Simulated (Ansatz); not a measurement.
# 17O NMR of the central transition in SiP2O7

Cell: an entry of the Crystallography Open Database (COD; perhaps a calculated or model structure), ions relaxed with PBE at fixed cell.

Space group Pa-3 (No. 205); a = 7.4730 Å.

```
site  Wyckoff  site symmetry       x       y       z
  Si       4a           .-3.  0.0000  0.0000  0.0000
   P       8c            .3.  0.3758  0.3758  0.3758
 O13      24d              1  0.4374  0.1844  0.3756
 O37       4b           .-3.  0.5000  0.5000  0.5000
```

One atom of each set is listed.

Computed with Ansatz: DFT, PBE, plane waves and PAW, scalar-relativistic, 420 eV cutoff, Γ-centred 3×3×3 k-points, Fermi–Dirac smearing 0.02 eV.

17O has I = 5/2 and Q = -25.58 mb (Pyykkö 2018); at 14.1 T its Larmor frequency is ν₀ = 81.4 MHz. Only the quadrupole interaction is simulated: positions count from each site's isotropic chemical shift, and J coupling is left out, as are shift anisotropy and dipolar coupling, which fast spinning averages.

(1) Give C_Q, η, the quadrupolar product P_Q = |C_Q|(1 + η²/3)^½, the second-order isotropic shift and the breadth of the pattern (fast magic-angle spinning) for each O site.

## Answers

(1) 

```csv
site,first shell,C_Q (MHz),η,P_Q (MHz),δ_QIS (ppm),breadth (kHz)
O13,"1 P at 1.50 Å, 1 Si at 1.73 Å, angle 147°",-7.42,0.26,7.50,-51.0,9.47
O37,"2 P at 1.61 Å, angle 180°",-10.5,0.00,10.5,-100,17.5
```

δ_QIS = −(ν_Q²/30ν₀²)[I(I+1) − 3/4](1 + η²/3) × 10⁶ ppm with ν_Q = 3|C_Q|/[2I(2I−1)]; it falls as 1/B₀² in ppm, and the breadth as 1/B₀ in kHz.

The broadest static pattern spans 43 kHz. The table holds for spinning faster than that; slower spinning leaves sidebands.

An axis of threefold or higher order runs through O37, so V_zz lies along it and η is zero. At O13 V_zz points along the shorter of its two bonds, to P (within 10°).

At this cell the PBE pressure is 13 GPa, so with PBE the cell would grow if it were relaxed. The entry's cell may itself be off.

The relaxation (7 steps) took 2.6 min of wall time (2.6 min of CPU time) and 0.83 GiB at its peak, on 1 thread of Arm Neoverse V1 (aarch64; 8 cores open to the job, memory cap 3.0 GiB, no GPU), a shared host with a load of 0.7 a core.
